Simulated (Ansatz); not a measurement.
# Clamped-ion strain scan in Ta

Computed with Ansatz, DFT LDA, scalar-relativistic, plane waves, PAW. The runs took a 420 eV cutoff, a Γ-centred 20×20×20 mesh and Gaussian smearing (0.15 eV). Spin–orbit coupling is left out, which can shift energies with elements as heavy as these. No spin polarisation. Energies are free energies at this smearing, counted from the undisturbed cell; pressure is positive in compression.

Zero of the scan (as given, not relaxed at this level; it stands at -10.7 GPa; this fcc form isn't the usual structure):

```xyz
1
Lattice="0.0000 2.1100 2.1100 2.1100 0.0000 2.1100 2.1100 2.1100 0.0000" Properties=species:S:1:pos:R:3 pbc="T T T"
Ta    0.0000    0.0000    0.0000
```

The cell is strained by ε times the Voigt pattern (1, 1, 0, 0, 0, 0) (xx, yy, zz, yz, xz, xy; engineering shear) with fractional coordinates fixed. The cell is metallic on the mesh throughout. At -11 GPa the given cell is far from its own equilibrium, so these figures belong to a strongly strained crystal.

| ε | ΔE (meV/atom) |
| --- | --- |
| -0.1000 | 177.0 |
| -0.0750 | 36.8 |
| -0.0500 | -30.0 |
| 0.0000 | 0.0 |
| 0.0250 | 84.6 |
| 0.0750 | 365.6 |
| 0.1000 | 551.8 |

Task: Predict the pressure (GPa) at each point.

Result:
```csv
ε,pressure (GPa)
-0.1000,40.8
-0.0750,23.6
-0.0500,9.9
0.0000,-10.7
0.0250,-18.4
0.0750,-29.5
0.1000,-33.2
```